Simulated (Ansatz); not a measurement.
TaN:
```yaml
crystal:
  lattice:
    - [0.00000, 2.19822, 2.19822]
    - [2.19822, 0.00000, 2.19822]
    - [2.19822, 2.19822, 0.00000]
  atoms:
    - { symbol: N, position: [0.00000, 0.00000, 0.00000] }
    - { symbol: Ta, position: [0.50000, 0.50000, 0.50000] }
```

Relaxed with r²SCAN.

Q: Decompose the optical modes at the zone centre into irreducible representations, and say which are infrared and Raman allowed.

A: Point group m-3m: Γ_opt = T1u. Infrared: T1u. Raman: none.

Q: Assign frequencies (DFPT, the program Ansatz at the r²SCAN level (PAW)).

A: T1u 393 cm⁻¹.

Space group Fm-3m (rock salt). The cell was relaxed with r²SCAN under the symmetry of its start; of distortions, only those at the zone centre were tested. The run is not spin-polarised. As this level gives no gap, phonon frequencies hold no LO–TO term and depend on the k-mesh and smearing (Fermi–Dirac, 0.1 eV here). Spin–orbit coupling is left out wherever it is not named.

Potentials: the later of the program's two PAW sets.
